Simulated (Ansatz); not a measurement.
Relaxed HfN (rock salt):

```
HfN
1.0
    0.00000     4.52548     4.52548
    2.26274     0.00000     2.26274
    2.26274     2.26274     0.00000
N Hf
2 2
Direct
  0.00000   0.00000   0.00000
  0.50000   0.00000   0.00000
  0.25000   0.50000   0.50000
  0.75000   0.50000   0.50000
```

Scan: atom 3 (Hf, nearest neighbour N at 2.263 Å; its periodic images, 3.2 Å or more away, move with it) is displaced along Cartesian z, direction (0.000, 0.000, 1.000) in Cartesian axes, by s. The other atoms stay.

These are r2SCAN (plane waves to 500 eV, PAW, scalar-relativistic; Ansatz, a quantum-chemistry and plane-wave program) values and carry that method's errors. k mesh 7×14×14 (Γ-centred), Fermi-Dirac smearing 0.05 eV. Energies are smeared free energies. Left out: 2 of 11 points, with atoms too close for the PAW data. With partly filled bands, energies and forces of such displacements shift with the k mesh and the smearing. HfN is run without spin polarisation. HfN was relaxed with its symmetry unable to fall. Spin-orbit coupling is left out, though Hf is heavy. The zero of ΔE is the undisplaced structure. The last digit holds for this mesh only.

```json
[
 {"s (Å)": "-0.360", "ΔE (meV/cell)": "903.5"},
 {"s (Å)": "-0.270", "ΔE (meV/cell)": "withheld"},
 {"s (Å)": "-0.180", "ΔE (meV/cell)": "184.4"},
 {"s (Å)": "-0.090", "ΔE (meV/cell)": "43.7"},
 {"s (Å)": "0.000", "ΔE (meV/cell)": "0.0"},
 {"s (Å)": "0.090", "ΔE (meV/cell)": "43.7"},
 {"s (Å)": "0.180", "ΔE (meV/cell)": "184.4"},
 {"s (Å)": "0.270", "ΔE (meV/cell)": "withheld"},
 {"s (Å)": "0.360", "ΔE (meV/cell)": "903.5"}
]
```

Question: Fit an even polynomial form (powers 2, 4) to the given rows and predict ΔE at s = 0.270.

Answer: Least squares on the 7 given rows: ΔE = (5267)·s² + (13150)·s⁴, in meV/cell with s in Å; root-mean-square residual 0.10 meV/cell. At 0.270 the fit gives 453.8 meV/cell; the calculation gives 454.6 meV/cell, so the interpolation is off by -0.8 (-0.2 %). The quadratic term alone would give 384.0 meV/cell.

(For displaced atoms, the force is minus the slope of the energy, and its curvature is a force constant, which sets phonon frequencies.)
